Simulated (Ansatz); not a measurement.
# Mo$_{3}$Ru: computed properties

Theory: DFT PBE, scalar-relativistic, plane waves, PAW in Ansatz 0.2.0.

Settings: cutoff 420 eV, Γ-centred mesh 18×18×6 on the computed 4-atom cell, Gaussian smearing of 0.10 eV; no spin polarisation.

The structure is relaxed at this level of theory with its symmetry kept, and needn't be the ground state of this composition.

```cif
data_structure
_symmetry_space_group_name_H-M 'P-6m2'
_symmetry_Int_Tables_number 187
_cell_length_a 2.7650
_cell_length_b 2.7650
_cell_length_c 9.3322
_cell_angle_alpha 90.000
_cell_angle_beta 90.000
_cell_angle_gamma 120.000
_cell_volume 61.79
loop_
_atom_site_label
_atom_site_type_symbol
_atom_site_symmetry_multiplicity
_atom_site_Wyckoff_symbol
_atom_site_fract_x
_atom_site_fract_y
_atom_site_fract_z
_atom_site_occupancy
Mo1 Mo 2 h 0.33333 0.66667 0.76284 1
Mo2 Mo 1 f 0.66667 0.33333 0.50000 1
Ru1 Ru 1 e 0.66667 0.33333 0.00000 1
```

```json
{
 "Space group": "P-6m2 (No. 187)",
 "Volume per atom": "15.45 Å³",
 "Formation energy from the elements' standard states (uncorrected)": "+0.247 eV/atom",
 "Kohn–Sham band gap": "none (metal)",
 "Density of states at the Fermi level": "5.1 states/eV per cell",
 "Orbital (Löwdin) character within 0.5 eV of the Fermi level": "Mo 4d 72 %, Ru 4d 18 %",
 "Bader charge by site (e)": "Mo (2 in the cell) 0.20, Mo (1 in the cell) -0.01, Ru (1 in the cell) -0.39"
}
```

Another cell of Mo3Ru relaxed alike, in Fm-3m, lies 73 meV/atom lower, so this cell isn't the stable form at this level.

The cell was found from a structure generator's guess, not taken from experiment. Löwdin shares on free-atom orbitals overweight diffuse shells.
